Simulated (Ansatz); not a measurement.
## Elastic constants of Li (P6_3/mmc), step by step

```xyz
2
Lattice="3.0502 0.0000 0.0000 -1.5251 2.6416 0.0000 0.0000 0.0000 5.0052" Properties=species:S:1:pos:R:3 pbc="T T T"
Li    0.0000    1.7611    1.2513
Li    1.5251    0.8805    3.7539
```

The conventional cell has a = 3.050 Å, b = 3.050 Å, c = 5.005 Å, α = 90.00°, β = 90.00°, γ = 120.00°. Around Li (atom 1) lie 12 Li at 3.05 to 3.06 Å.

Computed, not measured; unless marked otherwise by PBEsol, all-electron LAPW in Ansatz 0.2.0, scalar-relativistic. k mesh 18×18×10, Fermi-Dirac smearing of 0.050 eV, basis error target 1 meV/atom. The cell was relaxed by PAW under this functional, which moved its volume by -6 % from the database entry's. This phase needn't be the one found at ambient conditions.

The cell is hexagonal and carries a residual pressure of 0.03 GPa at this level. Each strain component that symmetry leaves independent is applied at ±0.008, the ions relax wherever a strain frees them, and the stress (tension positive, GPa) is read. Shears are engineering strains, γ = 2ε.

```json
{"strain": "xx", "size": "-0.008", "σxx": "-0.2226", "σyy": "-0.1262", "σzz": "-0.0742", "σyz": "0.0000", "σxz": "0.0000", "σxy": "0.0000"}
{"strain": "xx", "size": "+0.008", "σxx": "0.1560", "σyy": "0.0708", "σzz": "0.0066", "σyz": "0.0000", "σxz": "0.0000", "σxy": "0.0000"}
{"strain": "zz", "size": "-0.008", "σxx": "-0.0708", "σyy": "-0.0708", "σzz": "-0.2858", "σyz": "0.0000", "σxz": "0.0000", "σxy": "0.0000"}
{"strain": "zz", "size": "+0.008", "σxx": "0.0100", "σyy": "0.0100", "σzz": "0.2166", "σyz": "0.0000", "σxz": "0.0000", "σxy": "0.0000"}
{"strain": "yz", "size": "-0.008", "σxx": "-0.0282", "σyy": "-0.0250", "σzz": "-0.0360", "σyz": "-0.0311", "σxz": "0.0000", "σxy": "0.0000"}
{"strain": "yz", "size": "+0.008", "σxx": "-0.0282", "σyy": "-0.0250", "σzz": "-0.0360", "σyz": "0.0310", "σxz": "0.0000", "σxy": "0.0000"}
```

A central difference gives one constant, for example C11 ≈ (0.1560 − (-0.2226))/(0.016) = 23.7 GPa; the program then imposes the crystal's symmetry on the whole matrix.

(1) What are the independent elastic constants?

(2) Is the crystal stable against homogeneous strain?

(3) What moduli does a random aggregate of grains have?

(4) With the density of 0.572 g/cm³, how fast does sound travel, and what Debye temperature follows?

(5) How far do the constants move if PAW replaces LAPW in the same cell?

(6) How far do the constants move if all-electron PAW (datasets made for the crystal) replaces LAPW in the same cell?

(7) How do the constants change if the ions are clamped to the homogeneous strain?

(8) What happens at 10 GPa (cell relaxed there)?

Results:

(1) C11 = 23.7, C12 = 12.3, C13 = 5.1, C33 = 31.4, C44 = 3.9 GPa.

(2) The least eigenvalue of the 6×6 matrix is 3.9 GPa, so yes.

(3) Voigt and Reuss bounds: B from 13.7 to 13.7 and G from 5.3 to 6.4 GPa; their means are B = 13.7 and G = 5.9 GPa. Then E = 9BG/(3B + G) = 15.4 GPa, ν = (3B − 2G)/(6B + 2G) = 0.313 and B/G = 2.34, on the ductile side of Pugh's 1.75 (a rule of thumb).

(4) 

```
direction  slow (m/s)  middle (m/s)  fast (m/s)
        x        2606          3152        6435
        y        2606          3152        6435
        z        2606          2606        7412
```

The mean of v⁻³ over directions and branches gives v_m = 3500 m/s and θ_D = (ħ/k_B) v_m (6π²n)^(1/3) = 383 K, n being atoms per volume. Young's modulus spans 12 to 30 GPa over directions, and the universal anisotropy index is 1.08.

(5) 

```json
{"constant": "C11", "LAPW (GPa)": "23.7", "PAW (GPa)": "23.6", "difference": "-0.1"}
{"constant": "C12", "LAPW (GPa)": "12.3", "PAW (GPa)": "12.4", "difference": "0.1"}
{"constant": "C13", "LAPW (GPa)": "5.1", "PAW (GPa)": "5.1", "difference": "0.0"}
{"constant": "C33", "LAPW (GPa)": "31.4", "PAW (GPa)": "31.3", "difference": "-0.1"}
{"constant": "C44", "LAPW (GPa)": "3.9", "PAW (GPa)": "3.8", "difference": "-0.1"}
```

(6) 

```csv
constant,LAPW (GPa),all-electron PAW (datasets made for the crystal) (GPa),difference
C11,23.7,23.6,-0.1
C12,12.3,12.3,0.0
C13,5.1,5.1,0.0
C33,31.4,31.3,-0.1
C44,3.9,3.8,-0.1
```

(7) Clamped values, with the change against relaxed ions: C11 = 27.8 (+4.2), C12 = 8.2 (-4.2), C13 = 5.1 (+0.0), C33 = 31.4 (+0.0), C44 = 3.9 (+0.0) GPa.

(8) The volume falls to 0.6813 of its value, and C11 = 56.6, C12 = 40.2, C13 = 30.3, C33 = 69.3, C44 = 2.9 GPa (slopes of the stress), in this structure whether or not another phase takes over.

Caveats: responses of metals move with mesh and smearing; the frozen-core PAW files of the compared runs were fitted under PBE, their cores solved anew for this functional.
